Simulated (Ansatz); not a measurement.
RbLuS2 in space group R-3m (No. 166; Lu on 3b, S on 6c, Rb on 3a), PBE (plane waves, PAW; program Ansatz), all energies at zero smearing, with the estimated change up to a 700 eV cutoff added, with one set of potentials and settings (totals compare only within such a set). Cell of 4 atoms (1 Lu, 2 S, 1 Rb): -19811.186 eV.

```csv
element,reference phase,E (eV/atom)
Lu,"P6_3/mmc, 2 atoms in the cell",-14732.4262
S,"Fddd, 32 atoms in the cell",-902.0599
Rb,"Cmcm, 2 atoms in the cell",-3267.3525
```

Formation energy per atom, worked out: (-19811.186 − 1×(-14732.4262) − 2×(-902.0599) − 1×(-3267.3525))/4 = -1.822 eV/atom (-176 kJ per mol of atoms), at 0 K, without zero-point energy or fitted corrections.

The workflow started from an entry of the Crystallography Open Database (COD, 293 K). Whether it is the stable phase at ambient conditions was not checked. The cell was relaxed with PBE under the symmetry of its start; whether a distortion lowers the energy is not shown. The references are the lowest solids computed at this level, not always the standard phases. Spin–orbit coupling is left out wherever it is not named.

Potentials: the later of the program's two PAW sets.
